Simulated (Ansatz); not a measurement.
An element in the bcc structure gives these cold pressures by all-electron LAPW under LDA (Ansatz 0.2.0, scalar-relativistic, no spin polarisation).

```tsv
V (Å³/atom)	P (GPa)
15.07	0.09
13.26	48.4
11.75	119.5
10.25	242.9
8.74	459.3
7.53	766.9
6.48	1230
```

Problem. Which element is it?

Solution. Mo. Its zero-pressure volume in this structure is near 15.1 Å³/atom; the volume and the steepness of P(V) together point to it, though neighbours can come close. This is the case that was computed; others weren't tested.
